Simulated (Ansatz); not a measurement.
**Structures of Os3Pd: which is lowest?**

Plane-wave DFT in Ansatz with scalar-relativistic PAW potentials, cutoff 420 eV, Γ-centred meshes chosen by cell and gap, Gaussian smearing with energies taken to zero width. Every cell was relaxed (cell and atoms) in a run of its own, within the symmetry of its start. Functional: PBE.

Relaxed structures (starts from databases or built by putting these elements on another compound's sites):
A. Pm-3m, 4 atoms in the computed cell, a = 3.865 Å; sites (symmetry × multiplicity) Pd m-3m × 1, Os 4/mm.m × 3; start: built
B. I4/mmm, 4 atoms in the computed cell, a = 3.845 Å, c = 7.816 Å; sites (symmetry × multiplicity) Pd 4/mmm × 2, Os -4m2 × 4 + 4/mmm × 2; start: built

Q: Rank them by energy. Could pressure change the order?

A:
| structure | group | E − E(lowest) (meV/atom) | V (Å³/atom) | gap on mesh (eV) |
| --- | --- | --- | --- | --- |
| B | I4/mmm | 0.0 | 14.45 | 0.00 |
| A | Pm-3m | 28.6 | 14.44 | 0.00 |

B is lowest, 29 meV/atom under A. The two lowest differ in volume by under 3 %, too little for a first-order estimate of what pressure does to that pair (other pairs aren't weighed here); with rigid cells even 3 % in favour of the higher one would need about 11 GPa. Other structures may lie lower than all of these, and vibrations aren't counted.

Spin-orbit coupling is left out, which matters for the bands of heavy elements.